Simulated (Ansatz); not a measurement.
BAs:
```cif
data_As3B3
_chemical_formula_sum 'B3 As3'
_space_group_name_H-M_alt 'P6222'
_space_group_IT_number 180
_space_group_name_Hall 'P 62 2 (0 0 4)'
_cell_length_a 3.42900
_cell_length_b 3.42900
_cell_length_c 7.40259
_cell_angle_alpha 90.000
_cell_angle_beta 90.000
_cell_angle_gamma 120.000
loop_
_atom_site_label
_atom_site_type_symbol
_atom_site_symmetry_multiplicity
_atom_site_Wyckoff_symbol
_atom_site_fract_x
_atom_site_fract_y
_atom_site_fract_z
_atom_site_occupancy
B1 B 3 d 0.50000 0.00000 0.50000 1
As1 As 3 c 0.50000 0.00000 0.00000 1
```

Relaxed with PBEsol.

Task: Give the optical modes at the zone centre with their infrared activity from DFPT, plane-wave PAW PBEsol (Ansatz code).

Result: Transverse frequencies, without the LO–TO term; a row sums one degenerate level.

| ω (cm⁻¹) | degeneracy | IR ((D/Å)²/amu) | activity | symmetry |
|---|---|---|---|---|
| 170 | 1 | 0.00 | IR-inactive | B1 |
| 170 | 1 | 0.00 | IR-inactive | B2 |
| 174 | 2 | 0.20 | IR | E1 |
| 268 | 2 | 0.00 | IR-inactive | E2 |
| 419 | 1 | 0.00 | IR-inactive | B1 |
| 499 | 2 | 3.35 | IR | E1 |
| 615 | 1 | 0.74 | IR | A2 |
| 633 | 2 | 0.00 | IR-inactive | E2 |
| 660 | 2 | 0.17 | IR | E1 |
| 664 | 1 | 0.00 | IR-inactive | B2 |

Task: How high does the top mode go among those that the LO–TO term moves?

Result: 503 cm⁻¹ for q along x, 503 cm⁻¹ for q along y.

Space group P6_222. The start of the workflow was typed in or built on a structure type; neither database checked (COD, Materials Project) lists it. It is not the phase usual at ambient conditions (space group No. 216). Symmetry was held in the PBEsol relaxation; whether a distortion lowers the energy is not shown. Its formation energy is positive at this level, so the cell may be metastable or incomplete.

Potentials: the earlier of the program's two PAW sets. The files were generated under PBE; for other functionals the program regenerates the frozen cores, and for LDA and PBEsol the local potential too.
